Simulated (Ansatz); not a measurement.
KI in the rocksalt structure, relaxed with r2SCAN, was run in the plane-wave code Ansatz under altered settings. All numbers are computed, without spin polarisation but where a row says otherwise.

```
K I
1.0
     0.00000    3.54429    3.54429
     3.54429    0.00000    3.54429
     3.54429    3.54429    0.00000
K I
1 1
Cartesian
  0.0000 0.0000 0.0000
  3.5443 3.5443 3.5443
```

The base run's other keys:
```yaml
kpoints:
  mp_grid: { grid: [4, 4, 4] }
hamiltonian:
  xc: r2scan
scf:
  occupations: { method: fixed }
  n_extra_bands: 4
```

It takes 6 iterations with 2229 plane waves at 500 eV and 8 k points, and leaves a mean stress of +0.03 GPa. The gap over this mesh is 4.585 eV.

Outcomes, with energy and stress as changes against the base:
```
                                               setting            outcome  ΔF (meV/atom)  Δ mean stress (GPa)  gap on the mesh (eV)  iterations
                                  scf.n_extra_bands: 1          converged            0.0                 0.00                 4.585           6
              magnetization.initial_magnetization: 0.5            refused              –                    –                     –           –
                                    basis.ecutwfc: 300  converged, warned            +54                 0.00                 4.586           6
                                basis.ecutrho_ratio: 1  converged, warned           -202                +2.13                 4.406           6
                                     basis.ecutwfc: 80  converged, warned        +393942               -15.91                 4.802           9
                       kpoints.mp_grid.grid: [5, 5, 5]          converged           -0.3                 0.00                 4.586           6
hamiltonian.pseudopotentials: nc (cutoff then 1240 eV)          converged              –                -0.01                 4.589           7
               hamiltonian.pseudopotentials: ultrasoft            refused              –                    –                     –           –
                          scf.occupations: tetrahedron  converged, warned            0.0                    –                 4.585           6
                                  scf.mixing.beta: 1.0          converged            0.0                 0.00                 4.585           6
                scf.occupations: methfessel_paxton 0.5          converged            0.0                 0.00                 4.585           6
                       kpoints.mp_grid.grid: [1, 1, 8]  converged, warned           +635                +3.64                 4.502           6
                                  hamiltonian.xc: pw91            refused              –                    –                     –           –
                                  hamiltonian.xc: scan            refused              –                    –                     –           –
```
A dash marks a value that wasn't obtained or can't be compared. Stress is positive in compression. Its mean hides that meshes of lower symmetry stress the axes unequally.

- magnetization.initial_magnetization: 0.5. The input is refused before any iteration. Error: inconsistent input (scf.occupations.method, magnetization): a σ = 0 step fill (method: fixed, or a smearing width below the step floor) with no hard lock on the total moment puts the same N_el/2 bands in each spin channel, which gives a total moment of zero, but the starting moments sum to +0.5000 μB […]
- basis.ecutwfc: 300. 1067 plane waves in place of 2229. The free energy moves by +54 meV an atom, the mean stress by 0.00 GPa and the gap on the mesh by +0.001 eV (to 4.586). The basis is too small: these are errors of the cutoff. Warned: cutoff below recommended.
- basis.ecutrho_ratio: 1. The free energy moves by -202 meV an atom, the mean stress by +2.13 GPa and the gap on the mesh by -0.180 eV (to 4.406). A density grid this coarse aliases the density, so the change is an error. Warned: cutoff below recommended.
- basis.ecutwfc: 80. 137 plane waves in place of 2229. The free energy moves by +393942 meV an atom, the mean stress by -15.91 GPa and the gap on the mesh by +0.217 eV (to 4.802). The basis is too small: these are errors of the cutoff. Warned: cutoff below recommended, metallic iterate.
- hamiltonian.pseudopotentials: ultrasoft. It is rejected at once. Error: YAML parse error: line 13 column 29: unknown variant `uspp`, expected one of nc, nc_fr, paw, paw_fr, all_electron
- scf.occupations: tetrahedron. Energy, stress and gap stay within 1 meV an atom, 0.1 GPa and 0.005 eV of the base. Warned: band table not solved further, tetrahedron derivatives may miss energy slope.
- kpoints.mp_grid.grid: [1, 1, 8]. The free energy moves by +635 meV an atom, the mean stress by +3.64 GPa and the gap on the mesh by -0.083 eV (to 4.502). The mesh breaks the crystal's symmetry, so the stress, and any force that symmetry no longer fixes, lose it too. The mesh is too coarse. Warned: symmetry narrowed by mesh.
- hamiltonian.xc: pw91. The input is refused before any iteration. Error: YAML parse error: line 12 column 7: hamiltonian.xc: unknown variant `pw91`, expected one of […]
- hamiltonian.xc: scan. The program doesn't start. Error: YAML parse error: line 12 column 7: hamiltonian.xc: unknown variant `scan`, expected one of […]

Within 1 meV an atom, 0.1 GPa and 0.005 eV of the base stay: scf.n_extra_bands: 1; kpoints.mp_grid.grid: [5, 5, 5]; scf.occupations: tetrahedron; scf.mixing.beta: 1.0; scf.occupations: methfessel_paxton 0.5.

Spin-orbit coupling is left out, which matters wherever the heavy atoms make up the band edges.
